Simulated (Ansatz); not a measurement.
A: Na (bcc, W type), a = 4.1965 Å, b = 4.1965 Å, c = 4.1965 Å, α = 90.00°, β = 90.00°, γ = 90.00°
B: TiC (rock salt), a = b = c = 4.3330 Å, α = β = γ = 90.00°
C: BAs (zinc blende), a = b = c = 4.809 Å, α = β = γ = 90.00°

Scan: energy against volume (even scaling of the relaxed cell, symmetry kept). One method and one kind of scan serve all of them; meshes and ranges differ. All were relaxed with their symmetry unable to fall. TiC is run without spin polarisation.

Question: Rank these by bulk modulus (fitted) (lowest first), as PBE (plane waves to 420 eV, PAW, scalar-relativistic; Ansatz, an electronic-structure program) gives it.

Answer: A (7.8 GPa), C (131 GPa), B (250 GPa)

(A scan under strain: stresses follow from slopes of the energy per volume, elastic moduli from its curvatures.)
